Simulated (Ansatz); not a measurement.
# Band table of Sb (bcc type)

```
Sb
1.0
    -1.69144    1.69144    1.69144
     1.69144   -1.69144    1.69144
     1.69144    1.69144   -1.69144
Sb
1
Direct
  0.00000 0.00000 0.00000
```

The cell comes from a relaxation on PAW files under the same functional, begun from a prototype that needn't be the stable phase.

Level of theory: DFT with LDA, scalar-relativistic, in Ansatz 0.2.0; a Γ-centred 14×14×14 k mesh, Fermi–Dirac smearing of 0.08 eV, no spin polarisation. LAPW: all electrons, basis error target 1 meV/atom.

This run: volume at 0.76 of the series' base cell.

Spin–orbit coupling is left out, which matters for the heavy atoms. The structure type is held throughout; the real material can change phase at far lower pressure.

Path points, in fractions of the reciprocal vectors: Γ (0.000, 0.000, 0.000), H (0.500, -0.500, 0.500), N (0.000, 0.000, 0.500), P (0.250, 0.250, 0.250). The distance column jumps between branches of the path. Levels in eV from the Fermi level; bands 10 to 14, counted from the lowest band of the run. The gap is zero, the pressure 37.1 GPa.

```
# k(1/Å) point b10 b11 b12 b13 b14
0.000 Γ -16.07 8.33 8.33 8.33 11.75
0.232 - -15.85 7.17 7.27 7.27 10.28
0.464 - -15.19 4.99 5.08 5.08 8.21
0.697 - -14.09 2.85 2.85 2.88 6.39
0.929 - -12.56 0.86 0.86 1.11 4.90
1.161 - -10.61 -0.76 -0.76 -0.25 3.75
1.393 - -8.32 -1.97 -1.97 -1.26 2.94
1.625 - -5.83 -2.71 -2.71 -2.08 2.46
1.857 H -4.00 -2.96 -2.96 -2.96 2.30
2.022 - -4.97 -3.39 -2.84 -1.96 2.57
2.186 - -6.19 -4.31 -2.46 -0.72 3.45
2.350 - -7.27 -5.32 -1.86 0.33 4.97
2.514 - -8.16 -6.24 -1.05 1.25 6.96
2.678 - -8.85 -6.99 -0.08 2.16 9.08
2.842 - -9.34 -7.55 0.97 3.12 9.74
3.007 - -9.63 -7.90 1.93 4.06 8.37
3.171 N -9.73 -8.02 2.36 4.54 7.79
3.335 - -10.75 -6.79 2.50 4.64 7.86
3.499 - -12.11 -4.79 2.91 4.95 8.07
3.663 - -13.32 -2.54 3.57 5.44 8.42
3.827 - -14.31 -0.11 4.47 6.10 8.91
3.992 - -15.08 2.44 5.54 6.86 9.44
4.156 - -15.63 5.03 6.72 7.60 10.08
4.320 - -15.96 7.31 7.82 8.14 10.89
4.484 Γ -16.07 8.33 8.33 8.33 11.75
4.685 - -15.90 6.88 7.76 7.76 10.87
4.886 - -15.41 4.29 5.96 5.96 10.91
5.087 - -14.58 1.68 3.80 3.80 11.82
5.288 - -13.43 -0.68 1.72 1.72 13.21
5.489 - -11.95 -2.68 -0.15 -0.15 14.96
5.690 - -10.24 -4.23 -1.78 -1.78 16.92
5.891 - -8.55 -5.05 -3.14 -3.14 18.46
6.093 P -7.88 -4.21 -4.21 -4.21 19.35
6.294 - -8.09 -4.96 -4.96 -1.89 17.25
6.495 - -8.28 -5.39 -5.39 0.92 14.37
6.696 - -8.24 -5.49 -5.49 3.76 11.30
6.897 - -7.93 -5.28 -5.28 5.12 8.93
7.098 - -7.32 -4.78 -4.78 3.29 6.54
7.299 - -6.41 -4.07 -4.07 0.82 4.48
7.500 - -5.18 -3.33 -3.33 -1.43 2.93
7.701 H -4.00 -2.96 -2.96 -2.96 2.30
9.310 P -7.88 -4.21 -4.21 -4.21 19.35
9.426 - -8.02 -5.07 -3.97 -3.25 18.61
9.542 - -8.33 -5.83 -3.33 -2.20 16.90
9.658 - -8.71 -6.49 -2.43 -1.06 15.08
9.774 - -9.06 -7.03 -1.37 0.15 13.28
9.890 - -9.35 -7.46 -0.22 1.42 11.50
10.006 - -9.56 -7.77 0.94 2.71 9.86
10.122 - -9.69 -7.95 1.93 3.92 8.48
10.238 N -9.73 -8.02 2.36 4.54 7.79
```
